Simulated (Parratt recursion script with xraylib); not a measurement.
**What roughness does to the fringe maxima of Hf on Si**

```
layer, from the top  thickness (Å)  density (g/cm³)  rms roughness of its top face (Å)  δ (10⁻⁶)  β (10⁻⁶)
-------------------  -------------  ---------------  ---------------------------------  --------  --------
Hf                             600           13.313                             varied     31.50     2.525
Si (substrate)                   –            2.313                                2.8     7.525    0.1803
```

The refractive index is n = 1 − δ + iβ. Vacuum lies above.

Densities are inputs, not measurements. They were set from computed cells of the Materials Project: Hf from entry mp-103 (P6₃/mmc, 13.313 g/cm³); Si from entry mp-149 (Fd-3m, 2.313 g/cm³). A layer's crystal structure does not enter its constants, only its composition and density.

Simulated, not measured: specular X-ray reflectivity, Parratt recursion, Névot-Croce roughness, xraylib tables (Parratt recursion script with xraylib 4.3.0).

Photon energy 8.048 keV (λ = 1.5406 Å), s polarisation. The grazing angle θ is scanned from 0.05° to 3° in 900 evenly spaced points, and the curve is smoothed with a Gaussian of 0.004° full width. A maximum is a scan point above both neighbours; its place and height come from a parabola through R at the three points.

The table follows two fringe maxima, those next to orders 18.5 and 39.5 of m = (2d/λ)(sin²θ − 2δ)^½, through runs that differ in the roughness σ₁ of the film surface alone.

| σ₁ (Å) | θ of the first (°) | R there | θ of the second (°) | R there |
|---|---|---|---|---|
| 0 | 1.434 | ? | 2.942 | ? |
| 7.2 | 1.434 | 3.97 × 10⁻⁴ | 2.938 | 3.69 × 10⁻⁶ |

Problem. Estimate the two heights for σ₁ = 0 Å.

Solution. At a maximum the amplitudes from the film's two faces add: R ≈ (|r₁|g₁ + |r₂|g₂A)². Here q₀ = 4π sin θ/λ, qⱼ = (q₀² − 32π²δⱼ/λ²)^½ (1 film, 2 substrate), |r₁| = |q₀² − q₁²|/(q₀ + q₁)², |r₂| = |q₁² − q₂²|/(q₁ + q₂)² with the numerators taken from the constants, g₁ = exp(−q₀q₁σ₁²/2), g₂ = exp(−q₁q₂σ₂²/2), and A = exp(−16π²β₁d/(λ²q₁)) for absorption in the film.

Check on a shown row, σ₁ = 7.2 Å, second maximum: q₀ = 0.4181, q₁ = 0.4131, q₂ = 0.4169 Å⁻¹; |r₁| = 0.00607, |r₂| = 0.00463; g₁ = 0.0114, g₂ = 0.509, A = 0.783; R ≈ 3.67 × 10⁻⁶ against 3.69 × 10⁻⁶ in the table.

- σ₁ = 0 Å, first maximum: q₀ = 0.2041, q₁ = 0.1936, q₂ = 0.2016 Å⁻¹; |r₁| = 0.0265, |r₂| = 0.0204; g₁ = 1.00, g₂ = 0.858, A = 0.594; R ≈ 0.00136.
- σ₁ = 0 Å, second maximum: q₀ = 0.4186, q₁ = 0.4136, q₂ = 0.4174 Å⁻¹; |r₁| = 0.00605, |r₂| = 0.00462; g₁ = 1.00, g₂ = 0.508, A = 0.784; R ≈ 6.23 × 10⁻⁵.

The run gave 0.00136 and 6.25 × 10⁻⁵; the estimates are 1.00 and 1.00 times these.
